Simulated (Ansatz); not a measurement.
## Relaxing a structure of Mo

The start is a relaxed Mo cell shaken by Gaussian noise of σ = 0.08 Å a coordinate. The structure is fully relaxed (lattice and positions, P = 0) with PBE (plane waves to 420 eV, PAW, scalar-relativistic; Ansatz, a first-principles code). The first steps use a coarse 7×7×7 k-mesh.

Starting cell:
```yaml
crystal:
  lattice:
    - [5.06696, 0.00000, 0.00000]
    - [0.00000, 5.06696, 0.00000]
    - [0.00000, 0.00000, 5.06696]
  atoms:
    - { symbol: Mo, position: [0.15462, 0.15998, 0.18766] }
    - { symbol: Mo, position: [0.63591, 0.36938, 0.84452] }
    - { symbol: Mo, position: [0.87352, 0.68690, 0.35369] }
    - { symbol: Mo, position: [0.33480, 0.84803, 0.65360] }
    - { symbol: Mo, position: [0.83546, 0.84856, 0.84727] }
    - { symbol: Mo, position: [0.33339, 0.64362, 0.17283] }
    - { symbol: Mo, position: [0.12888, 0.32885, 0.68834] }
    - { symbol: Mo, position: [0.64080, 0.13715, 0.33186] }
```

```yaml
initial_pressure: "+2.2 GPa (positive: the cell is compressed)"
energy_released: 0.08 eV/atom
relative_to_the_parent: It relaxes back to the parent, Pa-3 (No. 205)
Shortest distances (start → end): "The closest pairs of elements (up to four, under 3.6 Å), start → end: Mo–Mo 2.51 → 2.71 Å"
band_gap_at_the_end: no gap (metallic)
optimiser_moves: 8
```

Final structure:

```cif
data_Mo8
_chemical_formula_sum 'Mo8'
_space_group_name_H-M_alt 'Pa-3'
_space_group_IT_number 205
_space_group_name_Hall '-P 2ac 2ab 3'
_cell_length_a 5.06696
_cell_length_b 5.06696
_cell_length_c 5.06696
_cell_angle_alpha 90.000
_cell_angle_beta 90.000
_cell_angle_gamma 90.000
loop_
_atom_site_label
_atom_site_type_symbol
_atom_site_symmetry_multiplicity
_atom_site_Wyckoff_symbol
_atom_site_fract_x
_atom_site_fract_y
_atom_site_fract_z
_atom_site_occupancy
Mo1 Mo 8 c 0.15633 0.15633 0.15633 1
```

Final values are on a 9×9×9 k-mesh of the relaxed cell. No spin polarisation in the result.

The relaxed structure here is a generated cell of Mo: the first start was made by placing the elements on the sites of a structure type, and the end was not matched to a known phase here, so it may be hypothetical. Known forms of Mo include space group No. 229.
